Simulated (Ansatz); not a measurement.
K:
```cif
data_K
_chemical_formula_sum 'K1'
_space_group_name_H-M_alt 'P 1'
_space_group_IT_number 1
_cell_length_a 4.36990
_cell_length_b 4.36990
_cell_length_c 4.36990
_cell_angle_alpha 109.471
_cell_angle_beta 109.471
_cell_angle_gamma 109.471
loop_
_space_group_symop_operation_xyz
  'x, y, z'
loop_
_atom_site_label
_atom_site_type_symbol
_atom_site_fract_x
_atom_site_fract_y
_atom_site_fract_z
_atom_site_occupancy
K1 K 0.00000 0.00000 0.00000 1
```

Relaxed with LDA in the plane-wave PAW code Ansatz. Indices refer to the conventional cell of Im-3m, a = 5.046 Å, b = 5.046 Å, c = 5.046 Å, α = 90.00°, β = 90.00°, γ = 90.00°.

### Question
Simulate the powder diffraction pattern (neutron, λ = 1.5401 Å; lines above 1 %) up to 2θ = 90°.

### Answer
Simulated powder pattern, neutron, λ = 1.5401 Å (kinematic, ideal powder, no thermal factors, coherent scattering alone; the 30 strongest lines at most, above 1 %, up to 2θ = 90°):

| 2θ (°) | d (Å) | I/Imax (%) | hkl |
|---|---|---|---|
| 24.93 | 3.568 | 100 | (110) |
| 35.54 | 2.523 | 26 | (200) |
| 43.90 | 2.060 | 70 | (211) |
| 51.14 | 1.784 | 27 | (220) |
| 57.71 | 1.596 | 45 | (310) |
| 63.83 | 1.457 | 13 | (222) |
| 69.64 | 1.349 | 68 | (321) |
| 75.24 | 1.261 | 7.7 | (400) |
| 80.70 | 1.189 | 43 | (411)+(330) |
| 86.08 | 1.128 | 27 | (420) |

The cell was relaxed with LDA under the symmetry of its start.

Potentials: the later of the program's two PAW sets.
